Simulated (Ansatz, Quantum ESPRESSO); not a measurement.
## TaVN2: programs and potentials compared

```xyz
4
Lattice="3.0499 0.0000 0.0000 0.0000 3.0499 0.0000 0.0000 0.0000 4.2961" Properties=species:S:1:pos:R:3 pbc="T T T"
Ta    0.0000    0.0000    0.0000
V     1.5249    1.5249    2.1480
N     1.5249    1.5249    0.0000
N     0.0000    0.0000    2.1480
```

The cell comes from a database or a generator and needn't be the stable form of this composition.

Alike in all runs: task band structure; functional LDA; k mesh 9 × 9 × 6; occupations fermi-dirac, width 0.05 eV; collinear spin, ferromagnetic start; no spin-orbit coupling. LDA stands for any of its common fits. Pressure is positive in compression and, in plane waves, holds the error of the finite cutoff, which Ansatz's Pulay term estimates and takes out.

| program and potentials | plane-wave cutoff (eV) | notes | pressure (GPa) | net moment per atom (μB) |
| --- | --- | --- | --- | --- |
| Ansatz, Ansatz PAW | 420 | potentials made for PBE, which Ansatz adapts in part; Pulay term of +0.66 GPa included | -19.32 | 0.04 |
| Ansatz, all-electron LAPW, scalar-relativistic | - | - | -19.34 | 0.05 |
| Quantum ESPRESSO, GBRV 1.5 LDA | 762 | - | -19.16 | 0.00 |

The pressure spans -19.34 (Ansatz, all-electron LAPW, scalar-relativistic) to -19.16 GPa (Quantum ESPRESSO, GBRV 1.5 LDA), with all-electron results at -19.34. The net moment per atom spans 0.00 (Quantum ESPRESSO, GBRV 1.5 LDA) to 0.05 μB (Ansatz, all-electron LAPW, scalar-relativistic), with all-electron results at 0.05. The cell lies far from this level's equilibrium. The state is the one that the start led to, which needn't be the lowest.

Differences between rows come from potentials, basis sets and numerical settings, since the functional is the same but for its coding. Runs on potential files found faulty are left out.
